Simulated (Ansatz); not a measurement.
A: Cu$_{2}$O (cuprite type, space group Pn-3m), a = b = c = 4.2991 Å, α = β = γ = 90.00°
B: HfN (rock salt), a = 4.548 Å, b = 4.548 Å, c = 4.548 Å, α = 90.00°, β = 90.00°, γ = 90.00°
C: MgO (rock salt), a = b = c = 4.254 Å, α = β = γ = 90.00°
D: Al (fcc, Cu type), a = b = c = 4.0400 Å, α = β = γ = 90.00°

Scan: energy against volume (even scaling of the relaxed cell, symmetry kept). All come from one method, each on a k mesh of its own. All were relaxed with their symmetry unable to fall. Cu2O is run without spin polarisation. HfN is run without spin polarisation. Spin-orbit coupling is left out. The PAW data are Ansatz's earlier set.

Task: Order them by bulk modulus (fitted) (lowest first) at the level PBE (plane waves to 420 eV, PAW, scalar-relativistic; Ansatz, an electronic-structure program).

Result: D (76.5 GPa), A (111 GPa), C (149 GPa), B (263 GPa)

(A scan under strain: stresses follow from slopes of the energy per volume, elastic moduli from its curvatures.)
